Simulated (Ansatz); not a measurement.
Cs₂ScAgCl₆ in space group Fm-3m (No. 225; Cs on 8c, Sc on 4a, Ag on 4b, Cl on 24e) under volume change, DFT-r²SCAN in the program Ansatz with PAW potentials, shape and atoms relaxed at each volume.

```json
[
 {"V (Å³/atom)": "26.100", "E − E(relaxed) (meV/atom)": "27.1", "P (GPa)": "3.72"},
 {"V (Å³/atom)": "26.961", "E − E(relaxed) (meV/atom)": "11.2", "P (GPa)": "2.24"},
 {"V (Å³/atom)": "27.821", "E − E(relaxed) (meV/atom)": "2.6", "P (GPa)": "1.01"},
 {"V (Å³/atom)": "28.682", "E − E(relaxed) (meV/atom)": "0.0", "P (GPa)": "0.00"},
 {"V (Å³/atom)": "29.542", "E − E(relaxed) (meV/atom)": "2.3", "P (GPa)": "-0.82"},
 {"V (Å³/atom)": "30.403", "E − E(relaxed) (meV/atom)": "(withheld)", "P (GPa)": "(withheld)"},
 {"V (Å³/atom)": "31.263", "E − E(relaxed) (meV/atom)": "(withheld)", "P (GPa)": "(withheld)"}
]
```

Problem. Complete the blanks.

Solution. 
- 31.263, E − E(relaxed) (meV/atom): 18.0
- 31.263, P (GPa): -2.03
- 30.403, E − E(relaxed) (meV/atom): 8.5
- 30.403, P (GPa): -1.49

Problem. What does a third-order Birch–Murnaghan fit give for V₀, B₀ and B′?

Solution. V₀ = 28.68 Å³/atom, B₀ = 30.2 GPa, B′ = 5.7.

The workflow started from a Materials Project entry (that database holds measured and hypothetical structures alike); the Crystallography Open Database copy checked does not list it. Its standing as an ambient phase is unchecked. The r²SCAN relaxation kept the symmetry of its start; its stability against distortions is not shown here. No spin polarisation was allowed. Spin–orbit coupling is left out wherever it is not named.

Potentials: the later of the program's two PAW sets.
